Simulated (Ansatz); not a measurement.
# H2Pb: levels along high-symmetry lines

```xyz
3
Lattice="3.7501 0.0000 0.0000 -1.8750 3.2476 0.0000 0.0000 0.0000 3.6440" Properties=species:S:1:pos:R:3 pbc="T T T"
Pb    0.0000    0.0000    0.0000
H     0.0000    2.1651    0.8331
H     1.8750    1.0825    2.8109
```

Atoms are numbered in the order listed.

The cell was built from the CdI2 type and relaxed in the same program, and has space group P-3m1; it needn't be a known or the stable phase.

No spin–orbit coupling, which matters for the heavy atoms here.

All numbers below come from DFT, PBE, all-electron LAPW, scalar-relativistic (Ansatz 0.2.0).

Settings: a Γ-centred 11×11×6 k mesh, Fermi–Dirac smearing of 0.05 eV, basis error target 1 meV/atom, no spin polarisation; the mesh is coarse along some axis.

Points in fractions of the reciprocal vectors of this cell: Γ (0, 0, 0), M (0.5, 0, 0), K (0.333, 0.333, 0), A (0, 0, 0.5), L (0.5, 0, 0.5), H (0.333, 0.333, 0.5). The path joins them by straight lines in the order Γ–M–K–Γ–A–L–H–A–L; legs that retrace an earlier one aren't tabulated. Energies are in eV from the Fermi level.

(1) Is there a gap?

(2) List the levels between -14 and 2 eV at the symmetry points.

Answers

(1) none: bands cross the Fermi level, a metal.

(2) 
Γ: -11.15, -1.58, 1.99
M: -8.42, -5.97, -0.66, 1.87
K: -7.88, -4.67 (×2)
A: -9.85, -5.14
L: -7.22, -4.90, -1.55, -1.18
H: -6.69, -3.73 (×2), -0.64
